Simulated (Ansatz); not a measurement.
**C2SeN2: input, output and frames of a trajectory**

Method: DFT PBE+D3(BJ), scalar-relativistic, plane waves, PAW (Ansatz). Settings: plane waves to 420 eV, k-mesh 2×2×1 (shifted by 0.5, 0.5, 0.0 steps), Fermi–Dirac smearing 0.13 eV. The mesh is coarse. No spin polarisation.

20 atoms, starting at 1.10 times the perfect crystal's volume (space group Cmce); Langevin thermostat at 1500 K (friction 0.02 fs⁻¹), fixed cell; 300 steps of 2 fs. The run is short and not equilibrated.

The calculation finished and met its thresholds.

The run took 15 min on 4 threads of Arm Neoverse V1, with other jobs on the host, peak memory 0.79 GiB.

Command:
```bash
ansatz run input.yaml --threads 4 --pin off --max-ram 9216MiB --backend cpu --events-out ev --progress --plain --runs-dir out
```

Input:
```yaml
crystal:
  lattice:
    - [4.5559792046, -3.7237210199, 0.0]
    - [4.5559792046, 3.7237210199, 0.0]
    - [0.0, 0.0, 13.4762268848]
  atoms:
    - { symbol: C, position: [0.9805904835, 0.320160131, 0.6231973661] }
    - { symbol: C, position: [0.320160131, 0.9805904835, 0.3768026339] }
    - { symbol: C, position: [0.820160131, 0.4805904835, 0.1231973661] }
    - { symbol: C, position: [0.4805904835, 0.820160131, 0.8768026339] }
    - { symbol: C, position: [0.0194095165, 0.679839869, 0.3768026339] }
    - { symbol: C, position: [0.679839869, 0.0194095165, 0.6231973661] }
    - { symbol: C, position: [0.179839869, 0.5194095165, 0.8768026339] }
    - { symbol: C, position: [0.5194095165, 0.179839869, 0.1231973661] }
    - { symbol: Se, position: [0.6470728942, 0.3529271058, 0.6242693651] }
    - { symbol: Se, position: [0.3529271058, 0.6470728942, 0.3757306349] }
    - { symbol: Se, position: [0.8529271058, 0.1470728942, 0.1242693651] }
    - { symbol: Se, position: [0.1470728942, 0.8529271058, 0.8757306349] }
    - { symbol: "N", position: [0.1866069827, 0.3086206935, 0.6221990973] }
    - { symbol: "N", position: [0.3086206935, 0.1866069827, 0.3778009027] }
    - { symbol: "N", position: [0.8086206935, 0.6866069827, 0.1221990973] }
    - { symbol: "N", position: [0.6866069827, 0.8086206935, 0.8778009027] }
    - { symbol: "N", position: [0.8133930173, 0.6913793065, 0.3778009027] }
    - { symbol: "N", position: [0.6913793065, 0.8133930173, 0.6221990973] }
    - { symbol: "N", position: [0.1913793065, 0.3133930173, 0.8778009027] }
    - { symbol: "N", position: [0.3133930173, 0.1913793065, 0.1221990973] }
basis:
  ecutwfc: 420
kpoints:
  mp_grid: { grid: [2, 2, 1], shift: [0.5, 0.5, 0.0] }
hamiltonian:
  xc: pbe
  dispersion: d3bj
scf:
  occupations: { method: fermi_dirac, width: 0.1293 }
  lower_state_search: "off"
  convergence: { dr2_threshold: 1.0e-07 }
output:
  forces: true
  stress: true
md:
  timestep: 2.0
  n_steps: 300
  ensemble: nvt_langevin
  temperature: 1500.0
  initial_velocities: maxwell_boltzmann
  seed: 92224
  friction: 0.02
```

Output (its end):
```
...
Internal energy: -26940.915681 eV  (E = F + TS)
E sigma→0 (E₀):  -26940.915774 eV
Entropy (-TS):   -0.000186 eV (-0.009 meV/atom)
Fermi energy:    1.315006 eV
--- Per-component energies (eV) ---
  E_band       = -2567.188429
  E_kinetic    = 2173.234740
  E_local      = -18415.668638  (includes V_loc(G=0)·N_el)
  E_nonlocal   = -1768.549041
  E_hartree    = 8107.732172
  E_xc         = -1249.383519
  E_vxc        = -1433.747515  (∫ρ·V_xc dr)
  E_paw        = -9460.728590  (= ΣΔE_a)
  E_vpaw       = 662.080569  (= ΣTr[D̂ρ^β])
  E_aug_tail   = -0.001464  (compensation charges beyond the density's cutoff)
  E_ewald      = -6325.504628
  E_disp       = -2.046713  (pairwise vdW)
  E_smearing   = -0.000186  (= −TS)
  E_closure    = -0.000000  (closes the sum)
  Σ components = -26940.915867   (vs F -26940.915867, Δ=0.00e0)
--- Forces (eV/Å), atoms counted from 1 ---
  atom   1  C     -0.44409946     2.00446171    -0.00296749
  atom   2  C     -1.28704653    -3.10466641     1.54201179
  atom   3  C     -1.02029191    -1.00545102    -0.08438308
  atom   4  C      0.76709706    -0.03536027    -1.98194839
  atom   5  C      0.03315294     0.75991521     0.88140987
  atom   6  C     -4.86413430    -3.41796284     0.14042742
  atom   7  C      1.88840629     0.26318249    -0.07561998
  atom   8  C     -3.22078997     2.39053217    -0.57375510
  atom   9  Se    -1.54027980    -0.50480859    -0.42734898
  atom  10  Se    -0.32854797    -0.13336657    -0.33287122
  atom  11  Se     0.23190995    -0.63391218    -0.24923852
  atom  12  Se     0.88557884     1.10199874     1.02339237
  atom  13  N      1.24761083    -1.25791409     0.01727527
  atom  14  N      1.71724120     3.28975836    -1.29126406
  atom  15  N      1.18897460     1.25411014     0.28353462
  atom  16  N     -1.46821267    -0.12695713     1.90992887
  atom  17  N     -0.04812366    -0.95724072    -0.86281972
  atom  18  N      5.63615958     3.18053255    -0.21668315
  atom  19  N     -1.98193999    -0.65667013    -1.07918357
  atom  20  N      2.60690336    -2.40998356     1.38021785
  max |Σ_I F_I| component: 4.32e-4 eV/Å
--- Stress (GPa, compression-positive) ---
       -2.174482       0.047827       0.868619
        0.047826       1.932214      -0.052077
        0.868618      -0.052078       1.190305
  P = ⅓ Tr σ = 0.3160 GPa (3.160 kbar)
--- MD trajectory: 300 steps, t = 0.0 → 600.0 fs ---
  final state: T = 1341.0 K   F+E_penalty+E_count = -26940.91586696 eV   E_kin = 3.466681 eV
```

Frames along the run (Å, eV/Å; dE is the potential energy from the first frame):

```xyz
20
Lattice="4.556 -3.724 0.000 4.556 3.724 0.000 0.000 0.000 13.476" Properties=species:S:1:pos:R:3:forces:R:3 pbc="T T T" time_fs=0.00 dE_eV=0.0000 T_K=1425
C     5.926   -2.459    8.398    1.912   -1.690   -0.037
C     5.926    2.459    5.078    1.912    1.690    0.037
C     5.926   -1.264    1.660    1.912    1.690   -0.037
C     5.926    1.264   11.816    1.912   -1.690    0.037
C     3.186    2.459    5.078   -1.912    1.690    0.037
C     3.186   -2.459    8.398   -1.912   -1.690   -0.037
C     3.186    1.264   11.816   -1.912   -1.690    0.037
C     3.186   -1.264    1.660   -1.912    1.690   -0.037
Se    4.556   -1.095    8.413    0.000   -1.287   -0.030
Se    4.556    1.095    5.063    0.000    1.287    0.030
Se    4.556   -2.628    1.675    0.000    1.287   -0.030
Se    4.556    2.628   11.802    0.000   -1.287    0.030
N     2.256    0.454    8.385   -2.495    2.334    0.051
N     2.256   -0.454    5.091   -2.495   -2.334   -0.051
N     6.812   -0.454    1.647   -2.495   -2.334    0.051
N     6.812    0.454   11.829   -2.495    2.334   -0.051
N     6.856   -0.454    5.091    2.495   -2.334   -0.051
N     6.856    0.454    8.385    2.495    2.334    0.051
N     2.300    0.454   11.829    2.495    2.334   -0.051
N     2.300   -0.454    1.647    2.495   -2.334    0.051
20
Lattice="4.556 -3.724 0.000 4.556 3.724 0.000 0.000 0.000 13.476" Properties=species:S:1:pos:R:3:forces:R:3 pbc="T T T" time_fs=60.00 dE_eV=1.9581 T_K=822
C     5.971   -2.561    8.762    0.408    0.117   -0.465
C     6.084    2.372    4.755   -0.559   -0.841    1.022
C     6.007   -1.451    1.770    0.016    1.925    0.311
C     5.978    1.448   11.805   -0.459    0.042    0.526
C     2.940    2.563    5.376   -1.904    2.510    0.468
C     3.188   -2.576    8.694   -3.022   -1.084   -1.585
C     3.281    1.380   11.931   -5.287   -6.557   -1.119
C     3.120   -1.141    1.539   -1.104   -0.699    1.453
Se    4.705   -1.271    8.465   -1.773   -0.596    0.781
Se    4.304    1.433    5.052    2.003   -0.758   -0.422
Se    4.529   -2.618    1.766   -0.705    1.055   -0.562
Se    4.480    2.680   11.864    2.182    1.237   -0.104
N     2.414    0.566    8.781    0.150   -0.418   -0.031
N     2.703   -1.428    4.867   -1.302    0.599   -0.332
N     6.656   -0.465    1.878   -0.475   -1.757   -0.318
N     6.868    0.707   11.964   -0.321    0.177   -0.280
N     6.547   -0.487    5.642    1.779   -1.592   -0.659
N     6.697    0.560    8.488    4.208    2.040    1.130
N     2.484    0.435   11.780    3.906    5.075    1.190
N     2.060   -0.664    1.798    2.259   -0.474   -1.002
20
Lattice="4.556 -3.724 0.000 4.556 3.724 0.000 0.000 0.000 13.476" Properties=species:S:1:pos:R:3:forces:R:3 pbc="T T T" time_fs=120.00 dE_eV=2.3118 T_K=1034
C     6.168   -2.683    8.313   -2.166    1.695    0.046
C     5.964    2.200    4.643   -2.784   -0.315    0.948
C     5.670   -1.320    1.986    1.136    0.154   -1.295
C     5.875    1.527   11.962    2.068   -0.988   -0.370
C     3.187    3.021    4.984   -2.916    1.818    0.768
C     3.241   -2.665    8.403   -4.018   -1.190    0.541
C     3.280    1.477   11.864   -4.254   -5.734    1.792
C     3.106   -1.603    1.693    1.948   -4.255    0.602
Se    4.775   -1.340    8.356   -0.714   -1.493    0.124
Se    4.201    1.646    5.375    3.433   -1.789   -0.388
Se    4.452   -2.797    1.821    1.151   -0.607    0.667
Se    4.588    2.801   11.790   -0.657    0.637    0.179
N     2.423    0.230    8.211    1.370   -1.028   -0.040
N     2.347   -1.008    4.207    0.942    0.383    0.073
N     6.523   -0.549    1.709   -1.093   -0.979    0.891
N     6.874    0.904   11.927   -1.099    0.247    0.176
N     6.680   -0.257    5.277    1.254   -0.131   -0.867
N     6.680    0.550    8.511    5.500    2.033   -0.664
N     2.539    0.497   12.122    3.940    5.848   -1.910
N     2.763   -0.567    1.455   -3.041    5.695   -1.272
20
Lattice="4.556 -3.724 0.000 4.556 3.724 0.000 0.000 0.000 13.476" Properties=species:S:1:pos:R:3:forces:R:3 pbc="T T T" time_fs=180.00 dE_eV=2.6383 T_K=881
C     6.212   -2.800    7.993   -1.274   -0.085   -0.459
C     5.259    2.591    4.115   -0.639   -1.798    2.181
C     5.844   -1.754    1.817   -1.688   -1.704    0.133
C     6.119    1.817   11.741   -1.976    0.030    0.352
C     3.278    3.075    5.516    0.494   -1.707    0.449
C     3.375   -3.093    8.319    4.829    2.321   -0.099
C     3.382    1.280   12.116   -1.565   -1.930   -0.743
C     3.355   -1.661    1.122    2.472   -4.024    1.091
Se    4.684   -1.688    8.262    0.471   -0.831    0.151
Se    4.313    1.651    5.514    1.663   -1.106   -1.022
Se    4.417   -3.118    1.773    0.546    1.962   -0.646
Se    4.459    2.716   11.834    1.039    1.350   -0.062
N     2.250    0.038    7.509    0.588    0.273    0.454
N     1.760   -0.743    3.862    1.410    0.961   -1.078
N     6.476   -0.793    1.943    1.017    0.635   -0.140
N     6.862    0.945   11.878    1.309   -1.008   -0.172
N     7.107    0.191    5.301   -2.862    3.368   -0.456
N     6.806    0.509    8.340   -4.623   -1.549    0.274
N     2.531    0.459   12.057    1.159    1.571    0.157
N     2.711   -0.731    1.172   -2.368    3.270   -0.365
20
Lattice="4.556 -3.724 0.000 4.556 3.724 0.000 0.000 0.000 13.476" Properties=species:S:1:pos:R:3:forces:R:3 pbc="T T T" time_fs=240.00 dE_eV=2.0318 T_K=2267
C     5.748   -3.055    7.784   -0.294    0.877    0.821
C     5.687    2.687    4.659    2.577    2.231   -4.051
C     6.001   -1.516    1.872   -2.792   -3.016   -0.826
C     5.928    1.398   11.712    0.035   -0.917   -0.083
C     3.572    3.278    5.302   -4.584    1.358    0.993
C     3.132   -2.713    8.167    2.377    2.390   -0.018
C     3.005    1.091   11.933   -0.587   -0.127    0.556
C     3.310   -1.797    1.320    1.541   -0.631    0.209
Se    4.602   -1.612    8.084    0.110    0.720   -0.255
Se    4.475    1.633    5.481   -0.409    0.453    0.458
Se    4.818   -2.940    1.644   -1.017    0.543   -0.310
Se    4.549    2.445   11.970   -3.214    1.254    0.315
N     2.110   -0.027    7.917    0.655   -0.638   -0.338
N     1.593   -0.337    3.788   -0.649   -1.967    3.332
N     6.684   -0.672    2.196    2.635    2.855    0.769
N     6.782    0.671   11.456    1.632   -1.187   -0.219
N     7.204    0.330    5.407    3.254   -2.291   -0.847
N     7.085    0.053    8.185   -2.845   -3.251    0.329
N     1.982    0.514   12.119    2.136    1.034   -0.795
N     2.444   -1.060    1.100   -0.563    0.311   -0.041
20
Lattice="4.556 -3.724 0.000 4.556 3.724 0.000 0.000 0.000 13.476" Properties=species:S:1:pos:R:3:forces:R:3 pbc="T T T" time_fs=300.00 dE_eV=5.3642 T_K=1185
C     5.877   -2.806    8.193   -1.285    1.998   -0.557
C     5.538    2.881    4.520    5.704    4.001   -4.932
C     6.005   -0.886    1.588   -1.220   -5.114   -1.078
C     5.586    0.699   11.927    4.388   -2.712   -1.621
C     2.674    2.855    5.096    2.793   -9.462   -0.471
C     3.437   -3.043    7.950    4.549    5.422    1.209
C     2.852    1.181   12.144    5.071    2.328    0.317
C     3.514   -1.831    1.133    2.769   -1.250    0.772
Se    4.696   -1.542    8.180   -3.281    0.972   -0.654
Se    4.393    1.956    5.343   -2.870   -3.849    2.350
Se    5.301   -2.754    1.502   -1.516    2.313   -1.014
Se    4.692    2.146   12.105   -4.613    1.897    0.757
N     2.105    0.158    8.437    4.586   -4.435    0.801
N     1.897   -0.406    3.828   -3.327   -1.271    2.961
N     6.079    0.042    2.241    0.674    3.477    1.508
N     6.636    0.288   11.533   -1.565   -0.123    0.987
N     7.153    0.224    5.140   -2.248   10.433   -0.154
N     7.120   -0.003    7.809   -4.552   -3.871   -0.066
N     1.803    0.864   11.846   -3.178   -1.358   -0.709
N     2.719   -0.992    1.127   -0.879    0.605   -0.406
20
Lattice="4.556 -3.724 0.000 4.556 3.724 0.000 0.000 0.000 13.476" Properties=species:S:1:pos:R:3:forces:R:3 pbc="T T T" time_fs=360.00 dE_eV=3.8537 T_K=1734
C     6.227   -2.351    8.363    1.548   -2.436   -1.754
C     5.431    2.968    4.260    3.894    3.621    0.997
C     5.753   -0.438    2.085   -0.158   -5.405    0.305
C     5.641    0.751   11.909    2.075   -0.802    1.382
C     2.807    3.771    5.051    8.551   -4.816    1.016
C     3.544   -2.601    8.690    2.263    2.006   -0.525
C     2.752    1.167   12.005   -0.087    0.548   -0.341
C     3.805   -1.601    0.991   -3.425    2.390   -0.683
Se    4.731   -1.250    8.292    0.366    0.984    0.673
Se    4.133    1.998    4.954   -2.361    0.489    0.384
Se    5.411   -2.372    1.455    0.050    1.665    1.091
Se    4.400    2.158   12.261   -0.829   -1.204   -0.857
N     2.458    0.570    7.956   -1.452    1.847    1.504
N     1.735    0.082    4.332   -1.977   -2.190   -0.995
N     5.823    0.537    1.502    0.224    3.858   -0.913
N     6.651    0.128   12.068   -2.510    1.639   -0.764
N     6.306    0.303    4.847   -7.994    2.813   -1.078
N     7.262    0.364    8.573   -2.705   -2.393    0.069
N     1.612    0.927   11.827    1.380   -0.207    0.142
N     2.830   -0.904    0.834    3.148   -2.406    0.346
20
Lattice="4.556 -3.724 0.000 4.556 3.724 0.000 0.000 0.000 13.476" Properties=species:S:1:pos:R:3:forces:R:3 pbc="T T T" time_fs=420.00 dE_eV=3.5075 T_K=1669
C     6.658   -1.797    8.422   -3.392    0.516    0.779
C     5.445    3.632    5.183    3.688   -0.120   -1.655
C     5.546   -0.301    2.228    2.718    1.645    2.120
C     5.769    0.808   12.057   -0.768    0.404    0.940
C     2.643    3.224    5.007   -0.789    4.633    1.727
C     3.693   -2.600    8.902   -0.709   -0.022   -0.641
C     2.768    1.339   12.186    0.653   -0.207   -0.566
C     3.589   -1.156    0.865   -5.526    2.117   -1.769
Se    4.910   -1.083    8.736    0.055   -0.146   -0.038
Se    4.151    2.156    4.925    0.707    0.369    0.375
Se    5.018   -2.119    1.638   -0.290    2.715    0.109
Se    4.399    2.252   12.474    0.610   -1.221   -1.010
N     2.914    1.126    8.323    2.224   -1.588   -0.326
N     2.025    0.303    4.976   -4.341   -0.851    0.988
N     6.132    0.619    2.789   -2.805   -3.431   -3.153
N     6.662    0.043   12.015   -0.864    1.436    0.116
N     6.726    0.593    5.260    0.996   -4.115   -0.607
N     7.224    0.524    8.866    1.833    1.253    0.180
N     1.721    0.878   11.958    0.217    0.213   -0.257
N     2.549   -0.588    0.473    5.783   -3.600    2.688
20
Lattice="4.556 -3.724 0.000 4.556 3.724 0.000 0.000 0.000 13.476" Properties=species:S:1:pos:R:3:forces:R:3 pbc="T T T" time_fs=480.00 dE_eV=3.0558 T_K=1257
C     6.448   -2.359    8.793    1.653    1.110   -0.141
C     5.848    3.433    4.892   -2.590   -2.019    0.366
C     5.676   -0.512    2.001    0.198    3.571    2.312
C     5.640    0.724   12.186   -4.945    4.909    2.072
C     3.157    3.269    5.614   -3.899    2.434    0.284
C     3.483   -2.224    8.949    1.527    1.409    0.335
C     2.891    1.470   12.050    3.578    0.795    0.803
C     3.384   -0.894    0.935    0.870   -2.272    0.278
Se    5.077   -0.928    8.894   -0.711   -2.373   -0.261
Se    4.382    2.072    5.026    1.740    0.258   -0.162
Se    4.742   -2.114    1.476    0.304    2.276    0.149
Se    4.589    2.286   12.564   -1.091   -1.783   -0.640
N     3.032    1.018    8.715   -2.564    0.135    0.126
N     1.717    0.783    4.870    1.277    0.997   -0.216
N     5.852    0.595    2.493   -0.235   -4.589   -2.179
N     6.478    0.080   11.819    4.436   -2.566   -1.395
N     6.679    0.141    5.801    3.476   -1.690   -0.340
N     7.055    0.946    9.240    0.105   -0.194   -0.636
N     1.820    1.304   11.685   -2.236   -1.385   -0.428
N     2.311   -0.895    0.493   -0.894    0.979   -0.328
20
Lattice="4.556 -3.724 0.000 4.556 3.724 0.000 0.000 0.000 13.476" Properties=species:S:1:pos:R:3:forces:R:3 pbc="T T T" time_fs=540.00 dE_eV=3.4272 T_K=1111
C     6.251   -2.435    8.964    1.105    1.668   -0.786
C     5.501    3.361    4.184   -5.661   -6.430    1.138
C     5.420   -0.654    1.851    2.944    4.633    2.444
C     5.983    1.293   12.197   -0.905    0.135    0.650
C     3.117    3.121    5.530   -4.673    5.862    2.125
C     3.742   -2.144    8.687   -0.638    2.487    0.338
C     3.335    1.116   11.856    3.769    1.737    1.368
C     3.190   -1.093    0.850    1.976   -1.596    0.769
Se    5.144   -0.803    8.860   -0.268   -3.178    0.065
Se    4.423    2.123    4.919    0.633   -3.648   -0.464
Se    4.542   -2.125    1.471   -0.361   -2.266   -0.615
Se    4.483    2.271   12.717    0.905   -0.011   -0.582
N     2.632    0.598    8.816   -0.609    0.402    0.003
N     1.614    0.502    4.157    6.459    8.079   -1.169
N     5.956    0.319    2.316   -1.300   -2.724   -1.549
N     6.762    0.455   12.026    0.852   -0.421   -0.258
N     6.879    0.251    5.929    3.254   -4.021   -1.790
N     7.122    1.572    8.667    0.375   -1.315   -0.023
N     2.242    0.936   11.640   -4.621   -1.434   -1.074
N     2.233   -0.501    0.728   -3.236    2.042   -0.589
20
Lattice="4.556 -3.724 0.000 4.556 3.724 0.000 0.000 0.000 13.476" Properties=species:S:1:pos:R:3:forces:R:3 pbc="T T T" time_fs=600.00 dE_eV=2.8436 T_K=1341
C     6.216   -2.573    8.621   -0.444    2.004   -0.003
C     5.437    3.289    4.117   -1.287   -3.105    1.542
C     5.792   -0.511    1.731   -1.020   -1.005   -0.084
C     5.981    1.525   11.965    0.767   -0.035   -1.982
C     3.128    3.242    5.226    0.033    0.760    0.881
C     3.821   -1.780    8.474   -4.864   -3.418    0.140
C     3.028    1.529   12.080    1.888    0.263   -0.076
C     3.286   -0.744    0.896   -3.221    2.391   -0.574
Se    5.501   -0.872    8.647   -1.540   -0.505   -0.427
Se    4.499    1.967    5.024   -0.329   -0.133   -0.333
Se    4.630   -1.889    1.341    0.232   -0.634   -0.249
Se    4.514    2.098   12.962    0.886    1.102    1.023
N     2.377    0.291    8.878    1.248   -1.258    0.017
N     1.259    0.619    3.922    1.717    3.290   -1.291
N     6.342    0.359    2.253    1.189    1.254    0.284
N     6.897    1.383   11.218   -1.468   -0.127    1.910
N     7.105    0.464    5.621   -0.048   -0.957   -0.863
N     7.344    1.262    8.466    5.636    3.181   -0.217
N     2.286    0.804   11.585   -1.982   -0.657   -1.079
N     2.344   -0.039    0.647    2.607   -2.410    1.380
```